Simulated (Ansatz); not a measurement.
Input:

MgPd:
```xyz
2
Lattice="3.1566 0.0000 0.0000 0.0000 3.1566 0.0000 0.0000 0.0000 3.1566" Properties=species:S:1:pos:R:3 pbc="T T T"
Pd     1.5783     1.5783     1.5783
Mg     0.0000     0.0000     0.0000
```

This is the r²SCAN-relaxed structure.

**Question.** All from the program Ansatz at the r²SCAN level (PAW), unless another level is named. Give the formation energy from the elements (no fitted shifts).

**Answer.** -719 meV/atom.

**Question.** Next, the density of states at the Fermi level?

**Answer.** 0.42 states/eV per atom (mean over ±0.08 eV).

**Question.** Next, the gap with spin–orbit coupling?

**Answer.** none (metallic).

Space group Pm-3m (CsCl type). The workflow started from an entry of the Crystallography Open Database (COD). Its standing as an ambient phase is unchecked. Symmetry was held in the r²SCAN relaxation; whether a distortion lowers the energy is not shown. The run is not spin-polarised. The references are the lowest solids computed at this level, not always the standard phases. Scalar-relativistic: spin–orbit coupling is off unless named, which matters more the heavier the elements.

Potentials: the later of the program's two PAW sets.
